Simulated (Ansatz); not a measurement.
# Data sheet: C (DFT)

C:
```yaml
crystal:
  lattice:
    - [2.51801, 0.00000, 0.00000]
    - [-1.25900, 2.18066, 0.00000]
    - [0.00000, 0.00000, 8.30471]
  atoms:
    - { symbol: C, position: [0.00000, 0.00000, 0.59297] }
    - { symbol: C, position: [0.00000, 0.00000, 0.40703] }
    - { symbol: C, position: [0.00000, 0.00000, 0.09297] }
    - { symbol: C, position: [0.00000, 0.00000, 0.90703] }
    - { symbol: C, position: [0.33333, 0.66667, 0.34447] }
    - { symbol: C, position: [0.66667, 0.33333, 0.65553] }
    - { symbol: C, position: [0.66667, 0.33333, 0.84447] }
    - { symbol: C, position: [0.33333, 0.66667, 0.15553] }
```

Space group P6_3/mmc (No. 194); conventional cell a = b = 2.5180 Å, c = 8.3047 Å, α = β = 90.00°, γ = 120.00°.

Method: plane-wave PAW PBE (Ansatz code). The cell and atoms are relaxed at this level. Other levels are named where they apply.

Cell and energy:

```yaml
volume_per_atom: 5.70 Å³
density: 3.50 g/cm³
```

Electronic structure:

```yaml
band_gap: 4.54 eV (indirect)
valence_band_maximum: on the Γ–A line, 2 % of the way from Γ
conduction_band_minimum: on the Γ–M line, 82 % of the way from Γ (6 equivalent valleys)
smallest_direct_gap_on_the_standard_path: 5.30 eV
electron_effective_mass: 0.21, 1.7, 2.0 mₑ (principal values)
```

Mechanics:

```yaml
Bulk modulus (Birch–Murnaghan fit): 433 GPa
Pressure derivative B′: 3.7
```

The first step of the workflow began from a Materials Project structure, measured or hypothetical. Its sites differ from those of the usual phase in this space group: another stacking or structure type. The cell was relaxed with PBE under the symmetry of its start; whether a distortion lowers the energy is not shown.

Potentials: the later of the program's two PAW sets.
